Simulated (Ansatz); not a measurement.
A geometry of I away from equilibrium: step 2 of the relaxation of a relaxed I cell, doubled along one cell vector, shaken by Gaussian noise of σ = 0.08 Å a coordinate. Calculation: PBE (plane waves to 420 eV, PAW, scalar-relativistic; Ansatz, a program for electronic structure). Γ-centred k-mesh 6×3×5 on the run's cell (coarser than for final values), Fermi–Dirac smearing 0.05 eV. The plane waves were selected for a different cell earlier on the path.

```xyz
4
Lattice="4.3163 0.0054 -0.0001 -4.3070 7.5194 0.0133 -0.0001 0.0087 4.8976" Properties=species:S:1:pos:R:3 pbc="T T T"
I     -0.0995     2.4933     1.3923
I     -2.0350     6.3355     1.1658
I      2.3260     1.1489     3.8631
I     -0.0740     5.0482     3.6119
```

**Question.** Give the Cartesian forces on all atoms (eV/Å).

**Answer.** 
| atom | Fx | Fy | Fz |
|---|---|---|---|
| I1 | -0.18 | 0.27 | 0.21 |
| I2 | 0.10 | 0.25 | -0.12 |
| I3 | 0.18 | -0.22 | 0.10 |
| I4 | -0.09 | -0.29 | -0.20 |

The path ends in P2₁/m (No. 11). No spin polarisation in the result. No dispersion correction is included, so spacings between layers, chains or molecules are soft and tend to come out too large.

The end of the path is a generated cell of I: the first start was made by placing the elements on the sites of a structure type, and the end was not matched to a known phase here, so it may be hypothetical. Known forms of I include space group No. 64.
